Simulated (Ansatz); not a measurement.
# WC-type BiTe

Method: PBE, scalar-relativistic; no spin polarisation; PAW, 420 eV, 10×10×8 k-mesh, Gaussian smearing of 0.05 eV; code Ansatz. The datasets are Ansatz's generated set soft_2.

```yaml
crystal:
  lattice:
    - [4.14976, 0.00000, 0.00000]
    - [-2.07488, 3.59380, 0.00000]
    - [0.00000, 0.00000, 4.44051]
  atoms:
    - { symbol: Bi, position: [0.00000, 0.00000, 0.00000] }
    - { symbol: Te, position: [0.66667, 0.33333, 0.50000] }
```

The start was a prototype's sites filled with these elements. The Crystallography Open Database lists the compound in space groups P-3m1, Fm-3m (rock salt), so this is a trial structure.

Q: Which orbitals carry the states at the Fermi level, and how many states are there?

A: Within 0.1 eV of it: Bi 6p 67 %, Te 5p 27 % (shares among the projected shells). The density of states at the Fermi level is about 1.5 states/eV per cell, averaged over 0.3 eV.

Density of states (tetrahedra, averaged over 0.3 eV; states/eV per cell of 2 atoms; energy in eV from the Fermi level; projections on Löwdin-orthogonalised atomic orbitals, summed over sites):

| E | total | Te 5p | Bi 6p | Te 5s | Bi 6s |
| --- | --- | --- | --- | --- | --- |
| -5.50 | 0.00 | 0.00 | 0.00 | 0.00 | 0.00 |
| -5.20 | 0.14 | 0.07 | 0.07 | 0.00 | 0.00 |
| -4.90 | 1.11 | 0.59 | 0.50 | 0.01 | 0.01 |
| -4.60 | 1.50 | 0.81 | 0.65 | 0.02 | 0.02 |
| -4.30 | 1.68 | 0.90 | 0.70 | 0.03 | 0.03 |
| -4.00 | 1.44 | 0.78 | 0.57 | 0.04 | 0.04 |
| -3.70 | 1.68 | 0.93 | 0.64 | 0.04 | 0.05 |
| -3.40 | 1.34 | 0.76 | 0.49 | 0.04 | 0.04 |
| -3.10 | 1.28 | 0.76 | 0.44 | 0.03 | 0.04 |
| -2.80 | 1.66 | 1.03 | 0.55 | 0.03 | 0.04 |
| -2.50 | 1.40 | 0.90 | 0.42 | 0.03 | 0.04 |
| -2.20 | 1.75 | 1.18 | 0.47 | 0.03 | 0.05 |
| -1.90 | 1.98 | 1.40 | 0.46 | 0.02 | 0.07 |
| -1.60 | 1.73 | 1.27 | 0.36 | 0.02 | 0.06 |
| -1.30 | 1.02 | 0.74 | 0.23 | 0.01 | 0.03 |
| -1.00 | 0.70 | 0.47 | 0.19 | 0.00 | 0.02 |
| -0.70 | 0.66 | 0.25 | 0.37 | 0.02 | 0.01 |
| -0.40 | 1.01 | 0.23 | 0.69 | 0.05 | 0.01 |
| -0.10 | 1.39 | 0.34 | 0.92 | 0.07 | 0.02 |
| 0.20 | 1.61 | 0.46 | 1.01 | 0.06 | 0.02 |
| 0.50 | 1.08 | 0.25 | 0.74 | 0.04 | 0.01 |
| 0.80 | 0.84 | 0.19 | 0.59 | 0.03 | 0.01 |
| 1.10 | 1.76 | 0.51 | 1.12 | 0.04 | 0.01 |
| 1.40 | 1.62 | 0.52 | 0.98 | 0.03 | 0.01 |
| 1.70 | 1.47 | 0.50 | 0.86 | 0.02 | 0.01 |
| 2.00 | 1.44 | 0.50 | 0.82 | 0.02 | 0.01 |
| 2.30 | 1.60 | 0.57 | 0.89 | 0.02 | 0.01 |
| 2.60 | 2.20 | 0.79 | 1.16 | 0.02 | 0.01 |
| 2.90 | 1.51 | 0.56 | 0.77 | 0.01 | 0.00 |
| 3.20 | 0.72 | 0.28 | 0.36 | 0.00 | 0.00 |
| 3.50 | 0.58 | 0.18 | 0.23 | 0.00 | 0.00 |
| 3.80 | 0.37 | 0.08 | 0.10 | 0.00 | 0.00 |
| 4.10 | 0.40 | 0.03 | 0.04 | 0.00 | 0.00 |
| 4.40 | 0.49 | 0.01 | 0.02 | 0.00 | 0.00 |
| 4.70 | 0.69 | 0.02 | 0.03 | 0.00 | 0.00 |
| 5.00 | 0.77 | 0.02 | 0.03 | 0.00 | 0.00 |
| 5.30 | 0.78 | 0.02 | 0.03 | 0.00 | 0.00 |
| 5.60 | 0.94 | 0.02 | 0.03 | 0.00 | 0.00 |
| 5.90 | 1.19 | 0.02 | 0.03 | 0.00 | 0.00 |

The calculation's cell holds 31 valence electrons, an odd number. Without magnetic order each band takes two, so one stays part-filled and the crystal must be a metal.

For elements this heavy, spin–orbit coupling would shift levels and gaps; it isn't included here. Spin polarisation wasn't tried.
